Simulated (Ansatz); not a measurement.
CaO:
```cif
data_Ca4O4
_chemical_formula_sum 'Ca4 O4'
_space_group_name_H-M_alt 'F-43m'
_space_group_IT_number 216
_space_group_name_Hall 'F -4 2 3'
_cell_length_a 5.17930
_cell_length_b 5.17930
_cell_length_c 5.17930
_cell_angle_alpha 90.000
_cell_angle_beta 90.000
_cell_angle_gamma 90.000
loop_
_atom_site_label
_atom_site_type_symbol
_atom_site_symmetry_multiplicity
_atom_site_Wyckoff_symbol
_atom_site_fract_x
_atom_site_fract_y
_atom_site_fract_z
_atom_site_occupancy
Ca1 Ca 4 a 0.00000 0.00000 0.00000 1
O1 O 4 d 0.75000 0.75000 0.75000 1
```
(The calculation used a cell of 2 atoms; values per cell refer to that cell.)

Relaxed with PBEsol.

**Question.** Decompose the optical modes at the zone centre into irreducible representations, and say which are infrared and Raman allowed.

**Answer.** Point group -43m: Γ_opt = T2. Infrared: T2. Raman: T2.

**Question.** Assign frequencies (DFPT, plane-wave PAW PBEsol (Ansatz code); without the LO–TO term).

**Answer.** T2 381 cm⁻¹.

The start of the workflow was typed in or built on a structure type; neither database checked (COD, Materials Project) lists it. It is not the phase usual at ambient conditions (space group No. 225). Symmetry was held in the PBEsol relaxation; whether a distortion lowers the energy is not shown.

Potentials: the earlier of the program's two PAW sets. The files were generated under PBE; for other functionals the program regenerates the frozen cores, and for LDA and PBEsol the local potential too.
